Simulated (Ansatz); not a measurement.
Relaxed-ion elastic tensor of Nb2N (anti-CdI2 type, P-3m1) in GPa (Voigt order), plane-wave PAW LDA (Ansatz code); density 8.36 g/cm³, 13.22 Å³ per atom.

|  | 1 | 2 | 3 | 4 | 5 | 6 |
|---|---|---|---|---|---|---|
| 1 | 454 | 119 | 188 | -37.2 | 0.0 | 0.0 |
| 2 | 119 | 454 | 188 | 37.2 | 0.0 | 0.0 |
| 3 | 188 | 188 | 434 | 0.0 | 0.0 | 0.0 |
| 4 | -37.2 | 37.2 | 0.0 | 102 | 0.0 | 0.0 |
| 5 | 0.0 | 0.0 | 0.0 | 0.0 | 102 | -37.2 |
| 6 | 0.0 | 0.0 | 0.0 | 0.0 | -37.2 | 167 |

### Question
Is the crystal mechanically stable?

### Answer
Yes: the smallest eigenvalue of C is 85.5 GPa.

### Question
Work out the Voigt, Reuss and Hill averages.

### Answer
K_V = 259, K_R = 258, K_H = 259; G_V = 131, G_R = 116, G_H = 124 GPa.

### Question
Give Young's modulus, Poisson's ratio, Pugh's ratio and the universal anisotropy index.

### Answer
E = 9KG/(3K + G) = 320 GPa; ν = 0.29; K/G = 2.09 (ductile by the Pugh limit of 1.75); A_U = 5G_V/G_R + K_V/K_R − 6 = 0.63.

### Question
Estimate the sound speeds and the Debye temperature.

### Answer
v_l = √((K + 4G/3)/ρ) = 7120 m/s, v_t = √(G/ρ) = 3850 m/s, mean 4290 m/s; Θ = (h/k)(3n/4πV)^(1/3) v_m = 540 K.

### Question
Solve the Christoffel equation for the three sound speeds along x, y, z.

### Answer
Eigenvalues of C_ijkl n_j n_l equal ρv². In km/s, slowest first: x 3.20, 4.69, 7.37; y 3.43, 4.47, 7.40; z 3.50, 3.50, 7.21.

### Question
How much does each axis shrink under pressure?

### Answer
Linear compressibilities β_i = Σ_j S_ij (j = 1 to 3): x 1.4, y 1.4, z 1.1 per TPa.

The first step of the workflow began from a Materials Project structure, measured or hypothetical; the Crystallography Open Database copy checked does not list it. Whether it is the stable phase at ambient conditions was not checked. The LDA relaxation kept the symmetry of its start; of distortions, only those at the zone centre were tested. No spin polarisation was allowed. As this level gives no gap, shear constants depend on the k-mesh and smearing (Fermi–Dirac, 0.1 eV here).

Potentials: the later of the program's two PAW sets.
